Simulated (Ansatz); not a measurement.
Sn:
```cif
data_Sn8
_chemical_formula_sum 'Sn8'
_space_group_name_H-M_alt 'P 1'
_space_group_IT_number 1
_cell_length_a 6.94609
_cell_length_b 6.94609
_cell_length_c 6.94609
_cell_angle_alpha 110.085
_cell_angle_beta 110.085
_cell_angle_gamma 110.085
loop_
_space_group_symop_operation_xyz
  'x, y, z'
loop_
_atom_site_label
_atom_site_type_symbol
_atom_site_fract_x
_atom_site_fract_y
_atom_site_fract_z
_atom_site_occupancy
Sn1 Sn 0.03601 0.72950 0.54041 1
Sn2 Sn 0.96399 0.27050 0.45959 1
Sn3 Sn 0.54041 0.03601 0.72950 1
Sn4 Sn 0.45959 0.96399 0.27050 1
Sn5 Sn 0.72950 0.54041 0.03601 1
Sn6 Sn 0.27050 0.45959 0.96399 1
Sn7 Sn 0.71643 0.71643 0.71643 1
Sn8 Sn 0.28357 0.28357 0.28357 1
```

Relaxed with r²SCAN.

Q: Tabulate the valence density and the electron localisation function along the shortest Sn–Sn contact (2.87 Å), r²SCAN in the plane-wave PAW code Ansatz.

A: 

```csv
distance from Sn (Å),density (e/Å³),ELF
0.29,9.76,0.00
0.43,6.92,0.02
0.57,4.17,0.08
0.72,2.09,0.18
0.86,0.94,0.27
1.00,0.53,0.34
1.15,0.41,0.46
1.29,0.36,0.60
1.43,0.34,0.67
1.58,0.36,0.60
1.72,0.41,0.46
1.86,0.53,0.34
2.01,0.94,0.27
2.15,2.09,0.18
2.29,4.17,0.08
2.44,6.92,0.02
2.58,9.76,0.00
```

The density is the valence pseudo-density with augmentation charge, so density and ELF within about 1 Å of a nucleus are not all-electron values.

Space group R-3. The start of the workflow was typed in or built on a structure type; neither database checked (COD, Materials Project) lists it. It is not the phase usual at ambient conditions (space group No. 141). The r²SCAN relaxation kept the symmetry of its start; whether a distortion lowers the energy is not shown. Scalar-relativistic: spin–orbit coupling is off unless named, which matters more the heavier the elements.

Potentials: the earlier of the program's two PAW sets.
